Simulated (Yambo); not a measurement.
G0W0@PBEsol for LiTaF₆ (space group R-3, No. 148) in Yambo. Reference settings: 2×2×2 Γ-centred k mesh, bands 2 to 160 and a 7 Ry block in the screening, 160 bands in G with the Bruneval-Gonze terminator, plasmon pole fitted at 27.2 eV. The PBEsol gap Γ → L on this mesh is 6.46 eV; G0W0 gaps are taken between the same points.

With and without the terminator, as bands are cut:

```csv
bands in G (in W),"gap, terminator (eV)","gap, none (eV)","valence shift, terminator (eV)","valence shift, none (eV)"
67 (160),11.197,11.461,-2.165,-1.681
106 (160),11.168,11.327,-2.174,-1.872
160 (160),11.146,11.224,-2.175,-1.990
```

Over this range the gap spans 0.051 eV with the terminator and 0.237 eV without, the valence shift 0.010 eV and 0.309 eV. Neither column has reached its limit for certain.

Spin-orbit coupling is not included.

Geometry of the Materials Project entry, not relaxed at this level; primitive cell a = b = c = 5.421 Å, α = β = γ = 56.95°.

The structure is a Materials Project entry; no match was found in the copy of COD used, and its stability was not checked.

A shift is the quasiparticle energy of the state minus its PBEsol energy.
